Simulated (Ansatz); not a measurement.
LiF in space group P6_3/mmc (No. 194; Li on 2d, F on 2c), r²SCAN (plane waves, PAW; program Ansatz). The conduction-band minimum lies at Γ, with 1 equivalent valley. Second derivatives d²E/dk² of the lowest band at one valley (eV·Å²), along Cartesian directions:

| direction | d²E/dk² |
|---|---|
| [100] | 8.360 |
| [010] | 8.360 |
| [001] | 9.347 |
| [110] | 8.360 |
| [101] | 8.853 |
| [011] | 8.853 |

**Question.** Find the principal effective masses, the density-of-states mass and the conductivity mass.

**Answer.** Off-diagonal terms follow from H_xy = H[110] − (H_xx + H_yy)/2, and m*/mₑ = 7.620 eV·Å² over each eigenvalue: 0.82, 0.91, 0.91. One valley's DOS mass (m₁m₂m₃)^(1/3) = 0.88, conductivity mass 3/(Σ 1/mᵢ) = 0.88 mₑ.

**Question.** What effective density of states Nc follows at 300 K for parabolic valleys?

**Answer.** Nc = 2.509e19 × 1 × (0.88)^(3/2) ≈ 2.1e19 cm⁻³.

The start of the workflow was typed in or built on a structure type; neither database checked (COD, Materials Project) lists it. It is not the phase usual at ambient conditions (space group No. 225). Symmetry was held in the r²SCAN relaxation; whether a distortion lowers the energy is not shown.

Potentials: the later of the program's two PAW sets.

Edges and masses are those of Kohn–Sham bands, whose gap is no quasiparticle gap.
